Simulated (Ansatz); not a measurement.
Input:

MgTe (CsCl type, Pm-3m), a = 3.634 Å, b = 3.634 Å, c = 3.634 Å, α = 90.00°, β = 90.00°, γ = 90.00°.

This is the LDA-relaxed structure.

**Question.** All from the program Ansatz at the LDA level (PAW), unless another level is named. Estimate the electronic character.

**Answer.** metallic (no gap).

**Question.** Give the density of states at the Fermi level.

**Answer.** 0.56 states/eV per atom (mean over ±0.08 eV).

**Question.** Give the formation energy from the elements (no fitted shifts).

**Answer.** -0.38 eV/atom.

The cell is a constructed one: a structure type filled with these elements; neither database checked (COD, Materials Project) lists it. COD files the formula under space group No. 186, so this cell is another polymorph or a model. Its standing as an ambient phase is unchecked. The LDA relaxation kept the symmetry of its start. At this level the phase is dynamically unstable (imaginary phonons). The references are the lowest solids computed at this level, not always the standard phases. Scalar-relativistic: spin–orbit coupling is off unless named, which matters more the heavier the elements.

Potentials: the later of the program's two PAW sets.
